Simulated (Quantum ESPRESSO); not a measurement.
# Planted mistakes on one cell of Hf3GaO7F

The results below are calculated, not measured. They come from pw.x of Quantum ESPRESSO 7.5, a plane-wave density functional program, with PseudoDojo standard norm-conserving files (v0.5 for PBE, v0.4.1 for LDA and PBEsol). The cells are made up: elements, strain and atom displacements were drawn at random, and nothing was relaxed. There is no spin polarisation, spin-orbit coupling or dispersion term.

The hafnium file is less sure than the others, with forces about 3 percent (worst 6) and pressure in oxides about 1.5 GPa (worst 2.7) from a second method in checks, which no rerun with the same files tests.

The cell has 12 sites of a fluorite lattice. Sites 1 to 4 hold Hf Ga Hf Hf; sites 5 to 12 hold O O O O O O F O. Cell vectors in Å: (5.093, 0.000, 0.000); (0.000, 5.093, 0.000); (0.000, 0.000, 5.093). Settings: PBE, cutoff 1143 eV, 4 x 4 x 4 k mesh shifted by half a step, Fermi-Dirac smearing of 0.025 eV.

The intended run has a self-consistency threshold of 1e-07 eV, a smearing term of 0.000 eV, a pressure of -1.98 GPa and 14 iterations. Each further run changes one thing: atoms of sites 11 and 12 exchanged; k mesh 2 x 2 x 2; one electron added; smearing 0.8 eV; threshold 0.2 eV. A coarse mesh keeps the shift, and a charged cell sits in a uniform background.

```
run,change of free energy (eV),smearing term -TS (eV),change of P (GPa),largest change of a force component (eV/Å),iterations
A,-1.195,-3.974,3.82,0.499,14
B,0.121,0.000,2.06,0.203,5
C,0.024,0.000,-0.11,3.949,14
D,13.514,0.000,23.77,0.610,14
E,-0.271,0.000,-0.35,0.148,14
```

A rerun of the intended cell at 1437 eV and k mesh 6 x 6 x 6 moved values by no more than 0.002 eV in the cell's energy, 0.04 GPa in stress and 0.006 eV/Å in force.

Question: which change belongs to which run?

## Worked reading

Run B has the fewest iterations, as a run stopped early does. Run A has the largest smearing term, as wide smearing gives. Energies from files of another functional, or of a charged cell, have another zero and say nothing on stability; the pressure of a charged cell rests on the program's zero of potential too.

## Key

```
run                              change
  A                     smearing 0.8 eV
  B                    threshold 0.2 eV
  C  atoms of sites 11 and 12 exchanged
  D                  one electron added
  E                    k mesh 2 x 2 x 2
```